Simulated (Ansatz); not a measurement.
A structure of PbSe relaxed with PBEsol (plane waves to 420 eV, PAW, scalar-relativistic; Ansatz, a first-principles code); single points at other levels follow on the same geometry (Ansatz, PAW; PBEsol+SOC at 420 eV on a 9×9×9 k-mesh; spin-orbit coupling only where +SOC is written). Space group Fm-3m (No. 225).

Space group Fm-3m (No. 225); a = b = c = 6.1022 Å, α = β = γ = 90.00°

```
atom  site  symmetry       x       y       z
----  ----  --------  ------  ------  ------
Pb      4b      m-3m  0.5000  0.5000  0.5000
Se      4a      m-3m  0.0000  0.0000  0.0000
```
(The calculation used a cell of 2 atoms; values per cell refer to that cell.)

```tsv
level	gap (eV)	kind	conduction minimum
PBEsol	0.17	direct	L
PBEsol+SOC	0.31	direct	L
```

The shift from spin-orbit coupling is approximate. No spin polarisation in the result.

The run could not lose the symmetry of its start.
